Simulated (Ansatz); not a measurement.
# Vibrational response of Sn3PbSe4

Theory: DFT PBE, scalar-relativistic, plane waves, PAW (Ansatz 0.2.0). Settings: 420 eV plane-wave cutoff, Γ-centred 8×8×8 mesh, Gaussian smearing of 0.01 eV. No spin polarisation. Phonons by linear response, acoustic sum rule imposed.

The cell, relaxed at this level:
```xyz
8
Lattice="-3.0521 3.0521 6.1026 3.0521 -3.0521 6.1026 3.0521 3.0521 -6.1026" Properties=species:S:1:pos:R:3 pbc="T T T"
Sn    0.0000    3.0521    3.0513
Sn    0.0000    0.0000    6.1026
Sn    3.0521    0.0000    3.0513
Pb    0.0000    0.0000    0.0000
Se    0.0000    0.0000    9.1099
Se    0.0000    3.0521    0.0000
Se    0.0000    0.0000    3.0953
Se    3.0521    0.0000    0.0000
```

It was reached by relaxing an invented guess, and it needn't be the stable form of this composition. Spin–orbit coupling is left out, which matters for heavy elements.

Problem. Is this structure stable against zone-centre distortions?

Solution. No: 3 of the 21 optical modes are imaginary.

Problem. List the optical modes at Γ (i marks imaginary ones).

Solution.
```tsv
frequency (THz)	degeneracy
1.46i	1
1.36i	2
0.32	2
0.72	2
1.29	1
1.33	2
1.73	2
2.02	2
2.16	1
2.50	1
2.54	1
2.76	2
3.31	1
3.73	1
```
